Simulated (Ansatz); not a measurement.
BeSiSb₂ as one 8-atom ordering (P-4m2) on the zincblende lattice, relaxed with r2SCAN. Around Be lie 4 Sb at 2.45 Å; around Sb lie 4 Be at 2.45 Å; around Sb lie 2 Be at 2.45 Å and 2 Si at 2.60 Å; around Si lie 4 Sb at 2.60–2.62 Å; around Sb lie 4 Si at 2.62 Å.

Space group P-4m2 (No. 115). a = 4.168 Å, b = 4.168 Å, c = 11.438 Å, α = 90.00°, β = 90.00°, γ = 90.00°
```tsv
atom	site	symmetry	x	y	z
Be	2g	2mm.	0.5000	0.0000	0.8882
Sb	1b	-4m2	0.5000	0.5000	0.0000
Sb	2e	2mm.	0.0000	0.0000	0.2246
Si	2g	2mm.	0.5000	0.0000	0.3611
Sb	1c	-4m2	0.5000	0.5000	0.5000
```

The questions ask for values computed with Ansatz 0.2.0 on this geometry. Simulation only: non-magnetic, and no claim that this is the phase found in nature.

Given (6×6×2 mesh): r2SCAN gives no gap: the lowest nominally empty band dips 0.16 eV below the top of the last filled one (its bottom at Z, the top at Γ), so the cell is a metal or semimetal at this level.

(1) How does the gap change from r2SCAN to PBE (6×6×2)?

(2) What does HSE06 give for the gap (4×4×2 mesh)?

(3) What do these levels agree on?

Results:

(1) PBE gives no gap: the lowest nominally empty band dips 0.19 eV below the top of the last filled one (its bottom at Z, the top at Γ–X (0.10 of the way from Γ)), so the cell is a metal or semimetal at this level.

(2) The HSE06 gap is indirect, 0.04 eV (Γ to Z), below the direct gap of 0.16 eV at Γ. (With 0.02 eV of smearing so small a gap leaves both edges partly filled, and it could close between the points sampled.)

(3) The levels disagree on the kind of gap: indirect with HSE06; no gap with PBE, r2SCAN.

The meshes of the hybrids are coarse, so their gaps aren't converged to the digits shown.
